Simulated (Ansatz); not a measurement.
Relaxed candidate structures of BiB:

A. P6₃/mmc (No. 194), hP4, NiAs type; a = 3.747 Å, b = 3.747 Å, c = 6.138 Å, α = 90.00°, β = 90.00°, γ = 120.00°; B 2a (0.000, 0.000, 0.000); Bi 2c (0.333, 0.667, 0.250)

B. P4₂/mnm (No. 136), tP8, AFLOW prototype AB_tP8_136_g_f (as in BeO); a = b = 6.709 Å, c = 3.877 Å, α = β = γ = 90.00°; B 4g (0.324, 0.324, 0.500); Bi 4f (0.182, 0.182, 0.000)

C. P-6m2 (No. 187), hP2, AFLOW prototype AB_hP2_187_d_a (B_h, as in WC); a = 3.6261 Å, b = 3.6261 Å, c = 3.3553 Å, α = 90.00°, β = 90.00°, γ = 120.00°; B 1a (0.000, 0.000, 0.000); Bi 1f (0.667, 0.333, 0.500)

D. P6₃/mmc (No. 194), hP8; a = b = 3.8274 Å, c = 13.5455 Å, α = β = 90.00°, γ = 120.00°; B 4f (0.333, 0.667, 0.188); Bi 4e (0.000, 0.000, 0.116)

Q: Rank these by energy per atom (lowest first), as r2SCAN (plane waves to 500 eV, PAW, scalar-relativistic; Ansatz, a quantum-chemistry and plane-wave program) gives it.

A: D (reference, the lowest among the structures calculated here), B (+0.20 eV/atom), A (+0.66 eV/atom), C (+0.77 eV/atom)

Probably no minimum, since a slightly shaken restart fell lower: P6₃/mmc, hP4, NiAs type (by 0.47 eV/atom, to P4₂/mnm); P-6m2, hP2, AFLOW prototype AB_hP2_187_d_a (B_h, as in WC) (by 0.67 eV/atom, to F-43m). 1 run with a doubtful electronic state, a coarser numerical grid, an end not at rest or a source that can't be used is left out. Each run could gain symmetry but not lose that of its start, so entries can be saddle points. All of these are generated cells (placed on structure types, drawn at random, substituted or restacked) that were not matched to a known phase here. The real structure of this composition may not be among these, and whether this composition forms is not checked here. Static energies at zero pressure. No spin polarisation in the result. Spin-orbit coupling is missing; with elements this heavy it can move band edges by tenths of an eV or more.
